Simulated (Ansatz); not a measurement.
AlGa$_{3}$N$_{4}$ in space group P3m1 (No. 156; Pearson symbol hP8), PBE (plane waves, PAW; program Ansatz), all energies at zero smearing, with the estimated change up to a 700 eV cutoff added, with one set of potentials and settings (totals compare only within such a set). Cell of 8 atoms (3 Ga, 4 N, 1 Al): -13427.996 eV.

```tsv
element	reference phase	E (eV/atom)
Ga	Cmce, 4 atoms in the cell	-3783.0259
N	Pa-3, 8 atoms in the cell	-384.0342
Al	Fm-3m, 1 atoms in the cell	-537.5055
```

Formation energy per atom, worked out: (-13427.996 − 3×(-3783.0259) − 4×(-384.0342) − 1×(-537.5055))/8 = -0.659 eV/atom (-64 kJ per mol of atoms), at 0 K, without zero-point energy or fitted corrections.

The start of the workflow was typed in or built on a structure type; neither database checked (COD, Materials Project) lists it. Its standing as an ambient phase is unchecked. The PBE relaxation kept the symmetry of its start; whether a distortion lowers the energy is not shown. The references are the lowest solids computed at this level, not always the standard phases (solids in place of the gases).

Potentials: the earlier of the program's two PAW sets.
